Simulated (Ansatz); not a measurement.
Here is the system:

LiF:
```xyz
4
Lattice="3.0301 0.0000 0.0000 -1.5151 2.6241 0.0000 0.0000 0.0000 4.6564" Properties=species:S:1:pos:R:3 pbc="T T T"
Li     0.0000     1.7494     1.7882
Li     1.5151     0.8747     4.1164
F      0.0000     1.7494     4.6143
F      1.5151     0.8747     2.2861
```

This is the LDA-relaxed structure.

Question: All from LDA (plane waves, PAW; program Ansatz), unless another level is named. Give the highest zone-centre frequency (without LO–TO term).

Answer: 555 cm⁻¹.

Question: And the Hill bulk and shear moduli?

Answer: 64.0 and 19.6 GPa.

Question: And the zero-point energy?

Answer: 69.0 meV/atom.

Space group P6_3mc (wurtzite). The workflow started from a Materials Project entry (that database holds measured and hypothetical structures alike); the Crystallography Open Database copy checked does not list it. It is not the phase usual at ambient conditions (space group No. 225). The LDA relaxation kept the symmetry of its start; phonons on a q-mesh show no instability.

Potentials: the later of the program's two PAW sets.
